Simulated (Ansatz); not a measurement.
AlGa3N4:
```
AlGa3N4
1.0
    5.14234     0.00000     0.00000
    0.00000     3.16499     0.00000
   -0.00358     0.00000     5.47826
Al Ga N
1 3 4
Direct
  0.00061   0.50000   0.66737
  0.49910   0.50000   0.33492
  0.49903   0.00000   0.83154
  0.99978   0.00000   0.16619
  0.11964   0.50000   0.34010
  0.11761   0.00000   0.82639
  0.62042   0.00000   0.16621
  0.63120   0.50000   0.66728
```

The program Ansatz at the PBEsol level (PAW) gives a gap of 2.36 eV without spin–orbit coupling, maximum at Γ, minimum at Γ.

Problem. What happens when spin–orbit coupling is switched on?

Solution. The gap stays essentially unchanged, to 2.36 eV; maximum at Γ, minimum at Γ.

Problem. Give the electron effective mass with spin–orbit coupling.

Solution. 0.21 mₑ (isotropic).

Space group Pm. The first step of the workflow began from a Materials Project structure, measured or hypothetical; the Crystallography Open Database copy checked does not list it. With Al and Ga taken as one species the cell has the higher symmetry P6_3mc, so it may be an ordered model of a mixed-site phase. Its standing as an ambient phase is unchecked. The PBEsol relaxation kept the symmetry of its start; of distortions, only those at the zone centre were tested.

Potentials: the later of the program's two PAW sets.
